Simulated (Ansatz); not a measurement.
Input and command of a calculation in Ansatz (plane waves; scalar-relativistic PAW potentials unless the input names others):

```yaml
crystal:
  lattice:
    - [-4.4380881407, 0.0, 0.0]
    - [-2.2190440703, -3.8434970741, 0.0]
    - [-3.8835490275, -2.2421680765, 13.8358172674]
  atoms:
    - { symbol: Bi, position: [-0.0097363591, -0.0097363591, 0.7897314881] }
    - { symbol: Bi, position: [-0.1766567809, -0.1766567809, 0.5044685119] }
    - { symbol: Bi, position: [0.0668651616, 0.0668651616, 0.0870261786] }
    - { symbol: Bi, position: [0.6634416984, 0.6634416984, 0.2071738214] }
    - { symbol: Te, position: [-0.59319657, -0.59319657, 0.6471] }
    - { symbol: Te, position: [-0.4149811799, -0.4149811799, 0.9130012797] }
    - { symbol: Te, position: [0.2285880399, 0.2285880399, 0.3811987203] }
basis:
  ecutwfc: 420
kpoints:
  mp_grid: { grid: [9, 9, 3] }
hamiltonian:
  xc: pbesol
scf:
  occupations: { method: gaussian, width: 0.03 }
  convergence: { dr2_threshold: 1.0e-16 }
  max_iter: 50
output:
  forces: true
  eigenvalues: true
  stress: true
```

```bash
ansatz run input.yaml --threads 2 --pin off --max-ram 5120MiB --backend cpu --events-out ev --progress --plain --runs-dir out
```

Abridged log:
```
Basis set: ecut = 420 eV, 4641 PW (Γ), exchange–correlation on 60×60×200 points (8 copies of the dense FFT grid, shifted against one another)
Bands: 65, of which v1, the nominal top of the filled ones, is band 54 counted from 1 (53 counted from 0)
Symmetry: 2 space group operations
k-points: 70 of 243 (time reversal used)
SCF iter   1: F=—  HF=-69673.619409 eV  |F-HF|=—  |Δ(HF+E_count)|=         —  Δρ=2.05e-3  dr2=3.17e-2  ethr=1.77e-3  ⟨swp⟩=7.2  Hψ=18821  notcnv=0  defer=28
SCF iter   2: F=—  HF=-69673.610422 eV  |F-HF|=—  |Δ(HF+E_count)|=   8.99e-3  Δρ=1.21e-3  dr2=7.46e-3  ethr=2.93e-5  ⟨swp⟩=2.6  Hψ=8059  notcnv=0  defer=244
SCF iter   3: F=—  HF=-69673.609218 eV  |F-HF|=—  |Δ(HF+E_count)|=   1.20e-3  Δρ=4.49e-4  dr2=1.04e-3  ethr=6.91e-6  ⟨swp⟩=2.5  Hψ=6656  notcnv=0  defer=105
automatic band count: iteration 3 solves 63 bands in place of 65: the levels show a gap, and the empty bands left out lie too high to hold charge; the band table lists the bands solved (type scf.n_extra_bands for more)
SCF iter   4: F=—  HF=-69673.609083 eV  |F-HF|=—  |Δ(HF+E_count)|=   1.35e-4  Δρ=1.13e-4  dr2=5.82e-5  ethr=9.61e-7  ⟨swp⟩=2.0  Hψ=5235  notcnv=0  defer=105
SCF iter   5: F=—  HF=-69673.609087 eV  |F-HF|=—  |Δ(HF+E_count)|=   4.08e-6  Δρ=2.65e-5  dr2=7.61e-6  ethr=5.39e-8  ⟨swp⟩=2.0  Hψ=5891  notcnv=0  defer=105
SCF iter   6: F=—  HF=-69673.609287 eV  |F-HF|=—  |Δ(HF+E_count)|=   2.00e-4  Δρ=1.15e-5  dr2=1.83e-6  ethr=7.05e-9  ⟨swp⟩=2.1  Hψ=4877  notcnv=0  defer=105
SCF iter   7: F=—  HF=-69673.609287 eV  |F-HF|=—  |Δ(HF+E_count)|=   8.70e-8  Δρ=5.34e-6  dr2=9.13e-8  ethr=1.70e-9  ⟨swp⟩=1.9  Hψ=4437  notcnv=0  defer=105
SCF iter   8: F=—  HF=-69673.609287 eV  |F-HF|=—  |Δ(HF+E_count)|=   1.28e-8  Δρ=1.17e-6  dr2=6.45e-9  ethr=8.46e-11  ⟨swp⟩=2.0  Hψ=7027  notcnv=0  defer=105
SCF iter   9: F=—  HF=-69673.609287 eV  |F-HF|=—  |Δ(HF+E_count)|=   3.64e-9  Δρ=2.50e-7  dr2=2.05e-10  ethr=5.97e-12  ⟨swp⟩=2.0  Hψ=5575  notcnv=0  defer=105
SCF iter  10: F=—  HF=-69673.609287 eV  |F-HF|=—  |Δ(HF+E_count)|=  1.31e-10  Δρ=5.56e-8  dr2=9.25e-12  ethr=1.90e-13 (applied; sched 1.00e-12)  ⟨swp⟩=2.0  Hψ=8077  notcnv=0  defer=113
SCF iter  11: F=—  HF=-69673.609287 eV  |F-HF|=—  |Δ(HF+E_count)|=  1.46e-11  Δρ=1.65e-8  dr2=7.53e-13  ethr=8.57e-15 (applied; sched 1.00e-12)  ⟨swp⟩=2.0  Hψ=8077  notcnv=0  defer=113
SCF iter  12: F=—  HF=-69673.609287 eV  |F-HF|=—  |Δ(HF+E_count)|=  1.46e-11  Δρ=4.56e-9  dr2=7.58e-14  ethr=6.97e-16 (applied; sched 1.00e-12)  ⟨swp⟩=2.0  Hψ=8077  notcnv=0  defer=113
SCF iter  13: F=—  HF=-69673.609287 eV  |F-HF|=—  |Δ(HF+E_count)|=    0.00e0  Δρ=1.51e-9  dr2=7.27e-15  ethr=7.02e-17 (applied; sched 1.00e-12)  ⟨swp⟩=2.0  Hψ=8077  notcnv=0  defer=113
SCF iter  14: F=—  HF=-69673.609287 eV  |F-HF|=—  |Δ(HF+E_count)|=  2.91e-11  Δρ=3.84e-10  dr2=8.30e-16  ethr=6.73e-18 (applied; sched 1.00e-12)  ⟨swp⟩=2.0  Hψ=7727  notcnv=0  defer=113
SCF iter  15: F=—  HF=-69673.609287 eV  |F-HF|=—  |Δ(HF+E_count)|=  1.46e-11  Δρ=1.26e-10  dr2=2.15e-16  ethr=1.00e-12  ⟨swp⟩=4.9  Hψ=10248  notcnv=0
SCF iter  16: F=-69673.609287 eV  HF=-69673.609287 eV  |F-HF|=1.46e-11  |Δ(HF+E_count)|=    0.00e0  Δρ=4.37e-11  dr2=2.16e-17  ethr=1.00e-12  ⟨swp⟩=2.0  Hψ=8469  notcnv=0
SCF 1 converged in 16 iterations: F = -69673.609287 eV  dr2 = 2.16e-17
SCF converged after 16 iterations
Free energy (F): -69673.609287 eV
Harris-Foulkes:  -69673.609287 eV  (|F-HF|=1.46e-11)
Internal energy: -69673.609287 eV  (E = F + TS)
E sigma→0 (E₀):  -69673.609287 eV
Fermi energy:    9.731667 eV
--- Forces (eV/Å), atoms counted from 1 ---
  atom   1  Bi    -0.04067866    -0.02348583    -0.07106175
  atom   2  Bi    -0.04412145    -0.02547353    -0.00843901
  atom   3  Bi    -0.08465082    -0.04887318     0.18115888
  atom   4  Bi    -0.07347220    -0.04241919     0.05459042
  atom   5  Te     0.05914573     0.03414781     0.01532291
  atom   6  Te     0.14644869     0.08455219    -0.16291147
  atom   7  Te     0.03732869     0.02155173    -0.00865998
--- Stress (GPa, compression-positive) ---
       -0.065017      -0.369006      -0.688519
       -0.369006       0.361074      -0.397517
       -0.688519      -0.397517       0.459075
  P = ⅓ Tr σ = 0.2517 GPa (2.517 kbar)
```

One setting here is needlessly strict: a threshold far tighter than needed (scf.convergence.dr2_threshold: not typed → 1e-16). It leaves the result as it was and can only cost iterations: the run converged in 16 SCF iterations (reference: 7) with an energy at zero smearing within 0.01 meV/atom of the reference's, pressure 0.25 GPa, largest force 0.235 eV/Å, gap on the mesh 0.25 eV. A reference run from the same start on usual settings converged with pressure 0.25 GPa, largest force 0.235 eV/Å, gap on the mesh 0.25 eV.

The run took 39 s on 2 threads of Intel(R) Xeon(R) 6975P-C (Granite Rapids), with other jobs on the host, peak memory 1 GiB.